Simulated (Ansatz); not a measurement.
Values for one crystal, relaxed and computed with DFT-r²SCAN in the program Ansatz with PAW potentials; other levels are named.

```yaml
volume_per_atom: 24.12 Å³
electronic_character: metallic (no gap)
Elastic constants (relaxed ions, GPa): C11 = 30.8, C12 = 51.6, C44 = -23.6
Bulk modulus (Birch–Murnaghan fit): 453 kbar
mechanical_stability: unstable (C has a negative eigenvalue)
Gap with spin–orbit coupling: none (metallic)
Pressure derivative B′: 4.7
```

**Question.** Which of these materials gives this?
A. Ga, diamond
B. Sc, diamond
C. La, diamond
D. Au, diamond

**Answer.** A, Ga, diamond

Space group Fd-3m (diamond). The start of the workflow was typed in or built on a structure type; neither database checked (COD, Materials Project) lists it. It is not the phase usual at ambient conditions (space group No. 64). The cell was relaxed with r²SCAN under the symmetry of its start. The volume moved by -21 % from the start of the relaxation. As this level gives no gap, shear constants depend on the k-mesh and smearing (Fermi–Dirac, 0.1 eV here). Spin–orbit coupling is left out wherever it is not named.

Potentials: the earlier of the program's two PAW sets.
